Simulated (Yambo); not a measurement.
Yambo run on CdCl$_{2}$ (space group R-3m, No. 166). The wavefunctions are PBEsol (pw.x of Quantum ESPRESSO, ONCV potentials, scalar-relativistic) ones on a 4×4×4 mesh (17 occupied bands); a = b = c = 6.2651 Å, α = β = γ = 35.85°.

Yambo input:

```
rim_cut
HF_and_locXC
RandQpts= 1000000
RandGvec= 1 Ry
EXXRLvcs= 102 Ry
VXCRLvcs= 408 Ry
% QPkrange
 1 | 1 | 17 | 18 |
 3 | 3 | 17 | 18 |
 7 | 7 | 17 | 18 |
 13 | 13 | 17 | 18 |
%
```

k points by index: 1 = Γ, 3 = L, 7 = F, 13 = Z.

Table of the .hf output:

```
#    K-point    Band    Eo [eV]    Ehf [eV]    Vxc [eV]    Vnlxc [eV]
#
    1    17    -0.210835    -4.587189    -16.01739    -20.39374
    1    18    3.313005    7.525336    -11.62760    -7.415269
    3    17    -0.341467    -4.755951    -15.69332    -20.10781
    3    18    4.861661    9.724370    -13.38627    -8.523562
    7    17    0.000000    -4.398374    -15.73610    -20.13447
    7    18    4.326992    8.958707    -12.31346    -7.681741
    13    17    -0.096468    -4.420543    -16.10144    -20.42551
    13    18    4.424665    8.881312    -13.24231    -8.785666
```
Exchange alone, without screening.

Spin-orbit coupling is not included.

Geometry relaxed with PBE+D3(BJ).
